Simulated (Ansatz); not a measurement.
Cu Kα1 powder pattern (kinematic, no thermal factors).
2θ (°) (relative intensity): 10.54 (84), 21.18 (18), 28.53 (30), 32.00 (5), 32.35 (16), 38.99 (100), 40.04 (48), 41.52 (14), 43.12 (1), 45.73 (11), 47.47 (14), 52.15 (6), 54.69 (8), 57.25 (7), 57.91 (15), 59.05 (5), 60.30 (2), 62.38 (5), 65.81 (7), 66.90 (2), 67.71 (3), 67.91 (5), 68.15 (3), 69.91 (16), 72.03 (31), 74.87 (1), 78.04 (7), 80.92 (4), 83.73 (9), 85.86 (5), 86.42 (5), 87.39 (2)

The pattern is computed from a structure relaxed with DFT PBE, scalar-relativistic, plane waves, PAW (Ansatz). No spin polarisation. Its elements are Ti, W.

Task: Give the structure.

Result: Ti$_{4}$W.
Space group I4/mmm (No. 139). a = 3.182 Å, b = 3.182 Å, c = 16.769 Å, α = 90.00°, β = 90.00°, γ = 90.00°
| atom | site | symmetry | x | y | z |
| --- | --- | --- | --- | --- | --- |
| Ti | 4e | 4mm | 0.5000 | 0.5000 | 0.3021 |
| Ti | 4e | 4mm | 0.0000 | 0.0000 | 0.4102 |
| W | 2a | 4/mmm | 0.0000 | 0.0000 | 0.0000 |

A pattern alone doesn't exclude other cells with like lines; this is the one computed.

The cell was found from a structure generator's guess, not taken from experiment.
